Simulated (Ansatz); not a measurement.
Fields on a plane of CsI (CsCl type)

```xyz
2
Lattice="4.5075 0.0000 0.0000 0.0000 4.5075 0.0000 0.0000 0.0000 4.5075" Properties=species:S:1:pos:R:3 pbc="T T T"
Cs     0.0000     0.0000     0.0000
I      2.2537     2.2537     2.2537
```

The slice is a {110} plane (indices of the conventional cell) through the point (0.000, 0.000, 0.000) (fractional), spanned by u = [100] and v = [011] in vectors of this cell: u (4.51 Å) and v (6.37 Å, at 90° to u). It covers one period; positions are fractions (u, v).

Atoms on it: Cs at (0.00, 0.00); I at (0.50, 0.50).

Level of theory: PBEsol (plane waves to 420 eV, PAW, scalar-relativistic; Ansatz, an electronic-structure program). k mesh 7×7×7. Near the nuclei the fields are pseudised (PAW); where an atom keeps semicore shells as valence, they peak there. CsI was relaxed with its symmetry unable to fall. Spin-orbit coupling is left out, though I is heavy.

```
|xxxx@@@@%%--      --%%@@@@xx|
|%%@@@@@@**..      ..**@@@@@@|
|@@@@@@##::          ::##@@@@|
|%%%%++..    ::--::    ..++%%|
|::..    ..==######==..    ..|
|      ::**%%%%%%%%%%**::    |
|    ::##%%%%######%%%%##::  |
|  ..++%%%%##**++**##%%%%++..|
|  ..**%%##**xxxxxx**##%%**..|
|  ..##%%##++xxxxxx++##%%##..|
|  ..**%%##**xxxxxx**##%%**..|
|  ..++%%%%##**++**##%%%%++..|
|    ::##%%%%######%%%%##::  |
|      ::**%%%%%%%%%%**::    |
|::..    ..==######==..    ..|
|%%%%++..    ::--::    ..++%%|
|@@@@@@##::          ::##@@@@|
|%%@@@@@@**..      ..**@@@@@@|
|xxxx@@@@%%--      --%%@@@@xx|
|xxxx%%@@%%==      ==%%@@%%xx|
```
Scale: ten equal steps from 0.01 (start of ' ') to 0.90 (end of '@'), in the order ' .:-=+*#%@'. Values: electron localisation function (ELF). The map has 14 points along u (two characters each, u = 0 at the left) and 20 along v (v = 0 in the bottom row). Points within 0.5 Å of a nucleus are blanked (x), as the pseudised field means little there.

```
|xxxxxx    ++######++    xxxx|
|xxxxxx  ::**######**::  xxxx|
|xx    ..++##%%%%%%##++..    |
|    ::++##%%%%%%%%%%##++::  |
|++++**##%%%%%%##%%%%%%##**++|
|####%%%%##**--::--**##%%%%##|
|%%%%%%##==    xx    ==##%%%%|
|@@@@%%**  xxxxxxxxxx  **%%@@|
|@@@@%%==  xxxxxxxxxx  ==%%@@|
|@@@@%%--xxxxxxxxxxxxxx--%%@@|
|@@@@%%==  xxxxxxxxxx  ==%%@@|
|@@@@%%**  xxxxxxxxxx  **%%@@|
|%%%%%%##==    xx    ==##%%%%|
|####%%%%##**--::--**##%%%%##|
|++++**##%%%%%%##%%%%%%##**++|
|    ::++##%%%%%%%%%%##++::  |
|xx    ..++##%%%%%%##++..    |
|xxxxxx  ::**######**::  xxxx|
|xxxxxx    ++######++    xxxx|
|xxxxxxxx  ==**##**==  xxxxxx|
```
Scale: ten equal steps from -3.00 (start of ' ') to 5.20 (end of '@'), in the order ' .:-=+*#%@'. Values: electrostatic potential energy of an electron, from the cell's mean, in eV. The map has 14 points along u (two characters each, u = 0 at the left) and 20 along v (v = 0 in the bottom row). Points within 1 Å of a nucleus are blanked (x), as the pseudised field means little there. Values under -3 eV are set to -3. The zero, the cell's mean, hangs on the PAW cores.
